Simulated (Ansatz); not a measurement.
## What moves the field gradients of SiNi2?

Cell of run 1: a structure deposited in the COD, taken as it stands.

```cif
data_SiNi2
_symmetry_space_group_name_H-M 'Pnma'
_symmetry_Int_Tables_number 62
_cell_length_a 4.9900
_cell_length_b 3.7200
_cell_length_c 7.0600
_cell_angle_alpha 90.000
_cell_angle_beta 90.000
_cell_angle_gamma 90.000
loop_
_atom_site_label
_atom_site_type_symbol
_atom_site_symmetry_multiplicity
_atom_site_Wyckoff_symbol
_atom_site_fract_x
_atom_site_fract_y
_atom_site_fract_z
Si Si 4 c 0.2360 0.2500 0.3860
Ni5 Ni 4 c 0.9580 0.2500 0.7970
Ni9 Ni 4 c 0.3250 0.2500 0.0630
```

One atom of each set is listed.

Relaxed positions (PBE, cell held):

Si (0.2888, 0.2500, 0.3858)
Ni5 (0.9588, 0.2500, 0.7948)
Ni9 (0.3298, 0.2500, 0.0603)

All runs are DFT with Ansatz 0.2.0 (plane waves and PAW, scalar-relativistic unless spin–orbit coupling is named, Γ-centred meshes, Fermi–Dirac smearing where given) in this cell. Start moments of run 1 as typed (μB): 1.5 on each Ni, none on the rest.

Run 1: PBE, parallel start moments, atoms as given; 420 eV, 9×12×6 k-points, smearing 0.02 eV.
Run 2: PBE, parallel start moments, atoms relaxed; 420 eV, 9×12×6 k-points, smearing 0.05 eV.
Run 3: r2SCAN, parallel start moments, at the relaxed atoms; 500 eV, 9×12×6 k-points, smearing 0.05 eV.
Run 4: LDA, parallel start moments, at the relaxed atoms; 420 eV, 9×12×6 k-points, smearing 0.05 eV.
Run 5: PBEsol, parallel start moments, at the relaxed atoms; 420 eV, 9×12×6 k-points, smearing 0.05 eV.

| run | Si V_zz (η) | Ni5 V_zz (η) | Ni9 V_zz (η) |
| --- | --- | --- | --- |
| 1 | 1.96 (0.48) | -1.63 (0.70) | 1.38 (0.82) |
| 2 | 3.02 (0.25) | -1.95 (0.90) | 1.00 (0.47) |
| 3 | 3.04 (0.25) | -2.18 (0.89) | 1.05 (0.37) |
| 4 | ? | ? | ? |
| 5 | 3.00 (0.25) | -1.95 (0.89) | 1.01 (0.47) |

V_zz in 10²¹ V/m².

Task: Estimate the row of run 4.

Result: Si: 3.04 (0.25); Ni5: -1.93 (0.88); Ni9: 1.01 (0.48). It lies nearest to run 5, from whose tensors on these sites it differs by 0.04 at most (largest principal value of the difference, on Si). Taken one at a time, the positions of the atoms (as given or relaxed) move the tensors on these sites by up to 1.31 (largest principal value of the change, on Si), the functional (between the two that differ most) by 0.32 (Ni5).

With these PAW files V_zz is typically within 2 to 3 % of all-electron values, but misses above 10 % occur on Ni. In run 3 the program didn't check the stability of the electronic state in full, so a lower one may lie near. In runs 1, 2, 3, 4, 5 there is no gap above 0.1 eV, so the gradients can move by 10 % or more with the k-mesh. In runs 1, 2, 3, 4, 5 the start moments die out. In run 1 the atoms aren't at the calculated equilibrium (largest force 2.8 eV/Å). The cell isn't the equilibrium one in runs 1, 3, 4, 5 (calculated pressure 8, -5, -12, -6 GPa, with larger principal stresses), and the entry's cell may itself be off.
